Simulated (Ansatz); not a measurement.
Zr:
```yaml
crystal:
  lattice:
    - [0.00000, 3.09318, 3.09318]
    - [3.09318, 0.00000, 3.09318]
    - [3.09318, 3.09318, 0.00000]
  atoms:
    - { symbol: Zr, position: [0.00000, 0.00000, 0.00000] }
    - { symbol: Zr, position: [0.25000, 0.25000, 0.25000] }
```

Relaxed with r²SCAN. Special points in fractions of this cell's reciprocal vectors: Γ (0.000, 0.000, 0.000); X (0.500, 0.000, 0.500); U (0.625, 0.250, 0.625); K (0.375, 0.375, 0.750); L (0.500, 0.500, 0.500); W (0.500, 0.250, 0.750).

Q: List the band energies nearest the Fermi level at these points for the program Ansatz at the r²SCAN level (PAW).

A: In eV from the Fermi level; about four levels below and three above (degenerate sets whole), none deeper than 8.9 eV; points with the same levels are listed once.

| k | below | above |
|---|---|---|
| Γ | -1.08 -1.08 -0.02 -0.02 -0.02 | 2.25 2.25 2.25 |
| X | -2.11 -2.11 -0.10 -0.10 | 0.51 0.51 1.71 1.71 |
| U | -2.25 -1.79 -0.65 -0.08 | 0.53 1.29 1.43 |
| L | -0.96 -0.96 -0.19 -0.19 | 0.87 3.37 3.37 |
| W | -2.13 -2.13 | 0.02 0.02 0.85 0.85 |

Space group Fd-3m (diamond). The start of the workflow was typed in or built on a structure type; neither database checked (COD, Materials Project) lists it. It is not the phase usual at ambient conditions (space group No. 194). Symmetry was held in the r²SCAN relaxation; whether a distortion lowers the energy is not shown. No spin polarisation was allowed. The volume moved by -20 % from the start of the relaxation. Scalar-relativistic: spin–orbit coupling is off unless named, which matters more the heavier the elements.

Potentials: the earlier of the program's two PAW sets.
